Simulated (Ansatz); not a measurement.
The relaxed structure here is a generated cell of Nb: the first start was made by placing the elements on the sites of a structure type, and the end was not matched to a known phase here, so it may be hypothetical. Known forms of Nb include space group No. 229.

A relaxed cell of Nb (P6₃/mmc (No. 194)), relaxed on a k-mesh at least as fine as the one used below. All values below come from r2SCAN (plane waves to 500 eV, PAW, scalar-relativistic; Ansatz, a first-principles code). Γ-centred k-mesh 13×7×6 on the run's cell (coarser than for final values), Fermi–Dirac smearing 0.05 eV.

```
CELL_PARAMETERS angstrom
      2.85879     0.00000     0.00000
     -2.85879     4.95158     0.00000
      0.00000     0.00000     5.24619
ATOMIC_POSITIONS crystal
  Nb 0.33333 0.33333 0.75000
  Nb 0.33333 0.83333 0.75000
  Nb 0.66667 0.16667 0.25000
  Nb 0.66667 0.66667 0.25000
```

The atoms are displaced by (Å):

```json
[
 {"atom": "Nb1", "ux": "0.124", "uy": "0.000", "uz": "0.078"},
 {"atom": "Nb2", "ux": "0.139", "uy": "0.134", "uz": "0.030"},
 {"atom": "Nb3", "ux": "0.086", "uy": "-0.015", "uz": "-0.097"},
 {"atom": "Nb4", "ux": "-0.158", "uy": "0.095", "uz": "-0.027"}
]
```

Task: What forces (eV/Å) and pressure result?

Result: 
```tsv
atom	Fx	Fy	Fz
Nb1	0.45	1.15	-1.39
Nb2	-0.11	-0.82	-0.85
Nb3	-0.32	0.54	1.49
Nb4	-0.02	-0.87	0.75
```

Pressure +2.1 GPa.

Task: Estimate the energy cost of the displacement in the harmonic approximation and compare with the calculation.

Result: For a harmonic well ΔE = −½ Σ F·u = 0.242 eV a cell, or 61 meV/atom. The calculated energy relative to the undisplaced cell is +0.07 eV/atom, so the harmonic estimate holds well.

The undisplaced cell is probably no minimum: from this displacement the run went on to R-3m (No. 166) at a tolerance of 0.01 Å, Im-3m (No. 229) at 0.1 Å, 0.31 eV/atom below it.

No spin polarisation in the result.
